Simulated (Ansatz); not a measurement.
HfH2, DFT, LDA, PAW with Ansatz's default frozen-core files, scalar-relativistic (Ansatz 0.2.0), run on 1 thread of Intel(R) Xeon(R) 6975P-C (Granite Rapids) on a shared host.

Structure from Materials Project entry mp-27731 (possibly hypothetical), not relaxed further. The listed cell was then made from it by scaling, straining or moving an atom.

Command: `ansatz run input.yaml --threads 1 --pin off --max-ram 4096MiB --backend cpu --events-out ev --progress --plain --runs-dir out`

```yaml
crystal:
  lattice:
    - [-1.6956757868, 1.6956757868, 2.1013884534]
    - [1.6956757868, -1.6956757868, 2.1013884534]
    - [1.6956757868, 1.6956757868, -2.1013884534]
  atoms:
    - { symbol: Hf, position: [0.0, 0.0, 0.0] }
    - { symbol: H, position: [0.25, 0.75, 0.5] }
    - { symbol: H, position: [0.75, 0.25, 0.5] }
kpoints:
  mp_grid: { grid: [15, 15, 15] }
scf:
  occupations: { method: fermi_dirac, width: 0.03 }
hamiltonian:
  xc: lda
  pseudopotentials: { kind: paw }
output:
  forces: true
  stress: true
  eigenvalues: true
  efg: { contact_densities: true }
```

(1) How large is the problem that the program sets up?

(2) About how long does it take, and how much memory does it use?

(3) And the same cell and mesh by all-electron LAPW, asked for forces, stress, eigenvalues, on the same hardware?

(4) And the same cell and mesh by all-electron PAW (datasets made for this crystal), asked for forces, stress, eigenvalues, efg, on the same hardware?

Results:

(1) 288 irreducible k-points, 479 plane waves at Γ, 18 bands.

(2) 5.2 s of wall time for 8 SCF iterations, with a peak of 0.49 GiB. Times on shared machines scatter by tens of per cent.

(3) 37 s, peak memory 0.91 GiB.

(4) 29 s, peak memory 1 GiB.
